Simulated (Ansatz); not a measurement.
# ⁴⁷Ti nuclear quadrupole resonance in TiP₂S₆

Cell: a structure deposited in the COD whose atoms were relaxed with PBE, the cell held.

Space group Fdd2 (No. 43); a = 7.4400, b = 10.8420, c = 21.5350 Å.

```csv
site,Wyckoff,site symmetry,x,y,z
Ti,8a,..2,0.5000,0.5000,0.5993
P,16b,1,0.3635,0.8149,0.1893
S7,16b,1,0.2576,0.4857,0.6760
S11,16b,1,0.4870,0.7777,0.2720
S15,16b,1,0.4809,0.7223,0.6144
```

One atom of each set is listed; the run and its k-mesh use a cell of 18 atoms with edges of 12.06, 11.39, 6.57 Å.

Computed with Ansatz: DFT, PBE, plane waves and PAW, scalar-relativistic, collinear spin, 420 eV cutoff, Γ-centred 5×5×5 k-points, Fermi–Dirac smearing 0.02 eV. Start moments as typed (μB): 2 on each Ti, none on the rest.

⁴⁷Ti: I = 5/2, Q = 302.0 mb (year-2017 value). Static lattice, zero field.

(1) The simulated lines lie at 2.90, 4.82 MHz. What are |C_Q|, η and |V_zz| at Ti?

Results:

(1) For I = 5/2 and η = 0 the lines are 3|C_Q|/20 and twice that; η pulls their ratio below 2. Here |C_Q| = 16.6 MHz, η = 0.41 and |V_zz| = 2.27 × 10²¹ V/m². The calculation gives V_zz negative; the lines don't show the sign. The site has 6 S at 2.44–2.45 Å.

The start moments die out, and the run ends without spin.
